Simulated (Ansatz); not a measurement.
Consider the following.

Ta₂O₅:
```cif
data_O5Ta2
_chemical_formula_sum 'Ta2 O5'
_space_group_name_H-M_alt 'P 1'
_space_group_IT_number 1
_cell_length_a 6.04805
_cell_length_b 6.04805
_cell_length_c 6.04805
_cell_angle_alpha 128.586
_cell_angle_beta 128.586
_cell_angle_gamma 75.677
loop_
_space_group_symop_operation_xyz
  'x, y, z'
loop_
_atom_site_label
_atom_site_type_symbol
_atom_site_fract_x
_atom_site_fract_y
_atom_site_fract_z
_atom_site_occupancy
Ta1 Ta 0.19724 0.19724 0.00000 1
Ta2 Ta 0.80276 0.80276 0.00000 1
O1 O 0.00000 0.00000 0.00000 1
O2 O 0.50000 0.00000 0.00000 1
O3 O 0.00000 0.00000 0.50000 1
O4 O 0.00000 0.50000 0.00000 1
O5 O 0.50000 0.50000 0.50000 1
```

This is the r²SCAN-relaxed structure.

Q: All from plane-wave PAW r²SCAN (Ansatz code), unless another level is named. Predict the electron effective mass with spin–orbit coupling.

A: 0.31, 0.31, 2.1 mₑ (principal values).

Q: What about the electron effective mass?

A: 0.29, 0.29, 5.4 mₑ (principal values).

Q: Give the formation energy from the elements (no fitted shifts).

A: -2.88 eV/atom.

Q: Next, the weight of the conduction-edge state by species (Voronoi cells)?

A: Ta 69 %, O 31 %.

Q: Predict the valence-band maximum.

A: at Γ.

Space group I4/mmm. The workflow started from a Materials Project entry (that database holds measured and hypothetical structures alike); the Crystallography Open Database copy checked does not list it. COD files the formula under space group No. 49, so this cell is another polymorph or a model. Whether it is the stable phase at ambient conditions was not checked. The r²SCAN relaxation kept the symmetry of its start. At this level the phase is dynamically unstable (imaginary phonons). The run is not spin-polarised. The references are the lowest solids computed at this level, not always the standard phases (solids in place of the gases). Spin–orbit coupling is left out wherever it is not named.

Potentials: the later of the program's two PAW sets.

Edges and masses are those of Kohn–Sham bands, whose gap is no quasiparticle gap.
